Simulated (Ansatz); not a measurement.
Relaxed candidate structures of Al$_{2}$Au:

**A**
```
Al2Au
1.0
    4.20310     0.00000     0.00000
   -2.10155     3.64000     0.00000
    0.00000     0.00000     7.11541
Al Au
4 2
Direct
  0.66667   0.33333   0.52524
  0.33333   0.66667   0.02524
  0.00000   0.00000   0.27129
  0.00000   0.00000   0.77129
  0.66667   0.33333   0.88819
  0.33333   0.66667   0.38819
```

**B**
```cif
data_Al2Au
_chemical_formula_sum 'Al2 Au1'
_space_group_name_H-M_alt 'P 1'
_space_group_IT_number 1
_cell_length_a 4.60774
_cell_length_b 4.60774
_cell_length_c 4.60774
_cell_angle_alpha 133.793
_cell_angle_beta 133.793
_cell_angle_gamma 67.412
loop_
_space_group_symop_operation_xyz
  'x, y, z'
loop_
_atom_site_label
_atom_site_type_symbol
_atom_site_fract_x
_atom_site_fract_y
_atom_site_fract_z
_atom_site_occupancy
Al1 Al 0.16426 0.16426 0.00000 1
Al2 Al 0.83574 0.83574 0.00000 1
Au1 Au 0.50000 0.50000 0.00000 1
```

**C**
```
CELL_PARAMETERS angstrom
      0.00000     3.00108     3.00108
      3.00108     0.00000     3.00108
      3.00108     3.00108     0.00000
ATOMIC_POSITIONS crystal
  Al 0.25000 0.25000 0.25000
  Al 0.75000 0.75000 0.75000
  Au 0.50000 0.50000 0.50000
```

### Question
Put the candidates in order of energy per atom, lowest first, for PBEsol (plane waves to 420 eV, PAW, scalar-relativistic; Ansatz, a program for electronic structure).

### Answer
C (reference, the lowest of the structures calculated here), A (+0.20 eV/atom), B (+0.24 eV/atom)

Each run could gain symmetry but not lose that of its start, so entries can be saddle points. From databases, or of a type measured for this composition: Fm-3m, cF12, AFLOW prototype AB2_cF12_225_a_c (C1, as in CaF2); the others are generated cells (placed on structure types, drawn at random, substituted or restacked) that were not matched to a known phase here. Static energies at zero pressure. No spin polarisation in the result.
